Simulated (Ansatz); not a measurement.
A relaxed structure of VBiO4. Level of theory: PBEsol (plane waves to 420 eV, PAW, scalar-relativistic; Ansatz, a first-principles code).

```xyz
12
Lattice="-2.5536 2.5536 5.7879 2.5536 -2.5536 5.7879 2.5536 2.5536 -5.7879" Properties=species:S:1:pos:R:3 pbc="T T T"
Bi     0.0000     2.5536     2.8939
Bi     0.0000     0.0000     0.0000
V      2.5536     0.0000     2.8939
V      0.0000     0.0000     5.7879
O      3.2669    -1.2743     3.8105
O      1.8403     1.2743     3.8105
O      1.2743     0.7133     6.7044
O      1.2793     1.8403     0.9165
O     -0.7133     1.2743     4.8713
O      3.2669     1.2793    -0.9165
O      1.2793    -0.7133     1.9774
O      3.8279     0.7133     1.9774
```

Question: Find the space group and the Wyckoff positions (tolerance 0.01 Å).

Answer: Space group I4₁/a, origin choice 1 (No. 88); a = b = 5.1072 Å, c = 11.5758 Å, α = β = γ = 90.00°

```json
[
 {"atom": "Bi", "site": "4a", "symmetry": "-4..", "x": "0.0000", "y": "0.0000", "z": "0.0000"},
 {"atom": "V", "site": "4b", "symmetry": "-4..", "x": "0.0000", "y": "0.0000", "z": "0.5000"},
 {"atom": "O", "site": "16f", "symmetry": "1", "x": "0.2505", "y": "0.3603", "z": "0.0792"}
]
```

Question: Give the shortest distances between elements (the closest pairs, up to four, under 3.6 Å).

Answer: O–V 1.72 Å; Bi–O 2.42 Å; O–O 2.76 Å.

- Volume per atom: 12.58 Å³
- Band gap: 2.16 eV, indirect (valence top at k = (0, 0.1429, 0.2857), conduction bottom at N) (no spin-orbit coupling)
- Smallest direct gap: 2.20 eV at k = (0.1429, -0.1429, -0.2857)
- Magnetic moment: zero (the starting moments vanished)

No spin polarisation in the result: the starting moments vanished. The d or f electrons are treated with no Hubbard U. Spin-orbit coupling is missing; with elements this heavy it can move band edges by tenths of an eV or more.

The run could not lose the symmetry of its start.

The first start was generated by placing the elements on the sites of a structure type. A measured structure of VBiO4 has the same space group, I4₁/a (No. 88); the sites were not compared with it.
